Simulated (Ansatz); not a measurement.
W₂C:
```xyz
3
Lattice="3.0345 0.0000 0.0000 -1.5172 2.6279 0.0000 0.0000 0.0000 4.6435" Properties=species:S:1:pos:R:3 pbc="T T T"
C      0.0000     0.0000     0.0000
W      0.0000     1.7519     1.1785
W      1.5172     0.8760     3.4650
```

Relaxed with PBEsol. Special points in fractions of this cell's reciprocal vectors: Γ (0.000, 0.000, 0.000); M (0.500, 0.000, 0.000); K (0.333, 0.333, 0.000); A (0.000, 0.000, 0.500); L (0.500, 0.000, 0.500); H (0.333, 0.333, 0.500).

Question: List the band energies nearest the Fermi level at these points for PBEsol in the plane-wave PAW code Ansatz.

Answer: In eV from the Fermi level; about four levels below and three above (degenerate sets whole), none deeper than 8.9 eV; points with the same levels are listed once.

```
k                    below                above
-  -----------------------  -------------------
Γ  -1.43 -1.43 -1.10 -1.10       0.56 0.56 1.59
M  -5.93 -5.67 -3.50 -1.78       1.48 2.28 2.71
K  -5.46 -4.43 -3.64 -3.64       0.97 0.97 2.29
A  -3.41 -2.88 -2.40 -2.40  1.07 1.07 1.69 1.69
L  -4.29 -2.66 -2.46 -0.49       0.23 2.14 2.71
H  -3.22 -2.82 -2.82 -0.49  0.55 0.55 3.52 3.52
```

Space group P-3m1. The cell was relaxed with PBEsol under the symmetry of its start. No spin polarisation was allowed. Scalar-relativistic: spin–orbit coupling is off unless named, which matters more the heavier the elements.

Potentials: the later of the program's two PAW sets.
